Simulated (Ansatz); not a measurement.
SnGe₃:
Space group I4/mmm (No. 139); a = 4.478 Å, b = 4.478 Å, c = 8.637 Å, α = 90.00°, β = 90.00°, γ = 90.00°

```csv
atom,site,symmetry,x,y,z
Sn,2a,4/mmm,0.0000,0.0000,0.0000
Ge,4d,-4m2,0.0000,0.5000,0.2500
Ge,2b,4/mmm,0.0000,0.0000,0.5000
```
(The calculation used a cell of 4 atoms; values per cell refer to that cell.)

Relaxed at zero pressure with PBE (plane waves, PAW; program Ansatz).

Problem. The volume is lowered by 6 % and shape and atoms relax at that volume. What pressure results, and how do the axes share the change?

Solution. 4.1 GPa; a -2.2 %, b -2.2 %, c -1.8 %; the energy rises by 16 meV/atom.

Problem. Give the new structure.

Solution. 
Space group I4/mmm (No. 139); a = b = 4.381 Å, c = 8.480 Å, α = β = γ = 90.00°

```csv
atom,site,symmetry,x,y,z
Sn,2a,4/mmm,0.0000,0.0000,0.0000
Ge,4d,-4m2,0.0000,0.5000,0.2500
Ge,2b,4/mmm,0.0000,0.0000,0.5000
```

The phase is kept; no other phase was compared at this pressure.

The first step of the workflow began from a Materials Project structure, measured or hypothetical; the Crystallography Open Database copy checked does not list it. Whether it is the stable phase at ambient conditions was not checked. The PBE relaxation kept the symmetry of its start; whether a distortion lowers the energy is not shown. Its formation energy is positive at this level, so the cell may be metastable or incomplete. Spin–orbit coupling is left out wherever it is not named.

Potentials: the later of the program's two PAW sets.
